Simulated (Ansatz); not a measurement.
Relaxed-ion elastic tensor of CoP (CsCl type, space group No. 221) in GPa (Voigt order), PBEsol in the plane-wave PAW code Ansatz; density 7.05 g/cm³, 10.60 Å³ per atom.

```
 243   203   203   0.0   0.0   0.0
 203   243   203   0.0   0.0   0.0
 203   203   243   0.0   0.0   0.0
 0.0   0.0   0.0  74.1   0.0   0.0
 0.0   0.0   0.0   0.0  74.1   0.0
 0.0   0.0   0.0   0.0   0.0  74.1
```

Question: Is the crystal mechanically stable?

Answer: Yes: the smallest eigenvalue of C is 39.2 GPa.

Question: Work out the Voigt, Reuss and Hill averages.

Answer: K_V = 216, K_R = 216, K_H = 216; G_V = 52.3, G_R = 35.1, G_H = 43.7 GPa.

Question: Give Young's modulus, Poisson's ratio, Pugh's ratio and the universal anisotropy index.

Answer: E = 9KG/(3K + G) = 123 GPa; ν = 0.41; K/G = 4.95 (ductile by the Pugh limit of 1.75); A_U = 5G_V/G_R + K_V/K_R − 6 = 2.45.

Question: Estimate the sound speeds and the Debye temperature.

Answer: v_l = √((K + 4G/3)/ρ) = 6240 m/s, v_t = √(G/ρ) = 2490 m/s, mean 2820 m/s; Θ = (h/k)(3n/4πV)^(1/3) v_m = 382 K.

Question: Give the Zener ratio and Young's modulus along [100], [110] and [111].

Answer: A = 2C44/(C11 − C12) = 3.78; 1/E = S11 − 2(S11 − S12 − S44/2)Γ with Γ = 0, 1/4, 1/3 gives 57.1, 123, 200 GPa.

Space group Pm-3m (CsCl type). A made-up cell: these elements were put on the sites of a structure type; neither database checked (COD, Materials Project) lists it. COD files the formula under space group No. 62. Its standing as an ambient phase is unchecked. The cell was relaxed with PBEsol under the symmetry of its start; its stability against distortions is not shown here. The workflow began spin-polarised and lost its moments. As this level gives no gap, shear constants depend on the k-mesh and smearing (Fermi–Dirac, 0.1 eV here). On the denser mesh and wider smearing of the elastic run this cell carries a stress of 0.6 GPa.

Potentials: the earlier of the program's two PAW sets. The files were generated under PBE; for other functionals the program regenerates the frozen cores, and for LDA and PBEsol the local potential too.
